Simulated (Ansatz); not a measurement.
# Pressure against volume in CsAg₂

The structure comes from a generated guess, relaxed at this level; another structure or a mixture of phases may lie lower.

These are results of DFT PBE, scalar-relativistic, plane waves, PAW (Ansatz 0.2.0), not measurements. Cutoff 420 eV, Γ-centred 12×12×8 mesh (3-atom cell), Gaussian smearing of 0.10 eV, no spin polarisation.

```cif
data_structure
_symmetry_space_group_name_H-M 'P6/mmm'
_symmetry_Int_Tables_number 191
_cell_length_a 4.8502
_cell_length_b 4.8502
_cell_length_c 5.4618
_cell_angle_alpha 90.000
_cell_angle_beta 90.000
_cell_angle_gamma 120.000
_cell_volume 111.27
loop_
_atom_site_label
_atom_site_type_symbol
_atom_site_symmetry_multiplicity
_atom_site_Wyckoff_symbol
_atom_site_fract_x
_atom_site_fract_y
_atom_site_fract_z
_atom_site_occupancy
Cs1 Cs 1 b 0.00000 0.00000 0.50000 1
Ag1 Ag 2 c 0.33333 0.66667 0.00000 1
```

The cell was set to several volumes, with shape and atoms relaxed at each where symmetry leaves them free. Pressure is positive in compression, and energies count from the lowest row. No row has a gap on its mesh.

| row | V (Å³/atom) | P (GPa) | ΔE (meV/atom) |
| --- | --- | --- | --- |
| 1 | 32.641 | 2.81 | 34.7 |
| 2 | 33.753 | ? | ? |
| 3 | 34.866 | 1.18 | 7.7 |
| 4 | 35.979 | 0.57 | 1.9 |
| 5 | 37.091 | 0.00 | 0.0 |
| 6 | 38.204 | -0.48 | 1.7 |
| 7 | 39.317 | -0.85 | 6.3 |
| 8 | 40.801 | -1.27 | 16.2 |

Task: Find B = −V·ΔP/ΔV from rows 4 and 6 and from rows 1 and 3, and from the two its slope B′ and its value B0 at zero pressure.

Result: Rows 4 and 6 give −(35.979 + 38.204)/2 × (-0.48 − (0.57))/(38.204 − 35.979) = 17.5 GPa at a mean pressure of 0.04 GPa. Rows 1 and 3 give −(32.641 + 34.866)/2 × (1.18 − (2.81))/(34.866 − 32.641) = 24.7 GPa at a mean pressure of 2.00 GPa. So B′ = (24.7 − 17.5)/(2.00 − (0.04)) = 3.67 and B0 = 17.5 − 3.67 × (0.04) = 17.4 GPa. A third-order Birch–Murnaghan fit to all the energies gives B0 = 16.5 GPa and B′ = 4.5.

Task: Estimate the pressure and energy of row 2.

Result: From row 5, V0 = 37.091 × (1 + (0.00)/17.4) = 37.091 Å³/atom. Murnaghan's form P = (B0/B′)·[(V0/V)^B′ − 1] gives (17.4/3.67) × [(37.091/33.753)^3.67 − 1] = 1.96 GPa; the computed pressure is 1.93 GPa, so the estimate is off by +0.03 GPa. The work of compression from row 3, with the mean of the two pressures, gives ΔE = 7.7 + (1.96 + 1.18)/2 × (34.866 − 33.753)/160.2 × 1000 = 18.6 meV/atom (1 eV/Å³ = 160.2 GPa); the computed value is 18.3 meV/atom.

All volumes keep the k mesh of the relaxed cell. A structure relaxed within its symmetry needn't be a true minimum.
